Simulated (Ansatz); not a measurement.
## MoSi2-type LaSi2

Computed with Ansatz (plane waves, PAW, 420 eV cutoff): PBEsol, scalar-relativistic, no spin polarisation, 12×12×12 k-mesh, Gaussian smearing of 0.05 eV; PAW files: Ansatz's generated set soft_2.

```cif
data_structure
_symmetry_space_group_name_H-M 'I4/mmm'
_symmetry_Int_Tables_number 139
_cell_length_a 3.4024
_cell_length_b 3.4024
_cell_length_c 10.5462
_cell_angle_alpha 90.000
_cell_angle_beta 90.000
_cell_angle_gamma 90.000
_cell_volume 122.09
loop_
_atom_site_label
_atom_site_type_symbol
_atom_site_symmetry_multiplicity
_atom_site_Wyckoff_symbol
_atom_site_fract_x
_atom_site_fract_y
_atom_site_fract_z
_atom_site_occupancy
La1 La 2 a 0.00000 0.00000 0.00000 1
Si1 Si 4 e 0.00000 0.00000 0.29149 1
```

The structure was built from a prototype; whether the compound forms in it isn't claimed.

The cell above was scaled in volume, and shape and atoms were relaxed at each volume within its symmetry. Energies are counted from the cell above.

```tsv
V (Å³/atom)	ΔE (meV/atom)	P (GPa)
19.53	9.0	3.6
19.94	2.2	1.7
20.35	0.0	0.0
20.75	?	?
21.16	7.9	-3.0
```

Question: Fill in the withheld row.

Answer: ΔE (meV/atom): 2.0, P (GPa): -1.6.

Question: What do the points give for the equilibrium volume, the bulk modulus and its pressure derivative (third-order Birch–Murnaghan)?

Answer: V0 = 20.35 Å³/atom, B0 = 83 GPa, B0′ isn't fixed: the energies give 3.1, and a fit of the pressures differs by over 0.35.

B0·V0 = 82.8 GPa × 20.35 Å³ = 10.52 eV/atom sets the scale: near the minimum ΔE ≈ ½ B0 V0 x², with x = V/V0 − 1, and a pressure of 0.8 GPa squeezes the volume by about 1 %. At the ends of the curve: x = −4.0 % predicts 8.5 meV/atom and the run gives 9.0; x = +4.0 % predicts 8.3 meV/atom and the run gives 7.9. The curve is steeper than the parabola on the compressed side and flatter on the expanded side: the bulk modulus rises with pressure.

Scalar-relativistic only: spin–orbit splittings of the heavy atoms' levels are missing. The cell is a metal with an odd number of electrons, and spin polarisation wasn't tried.
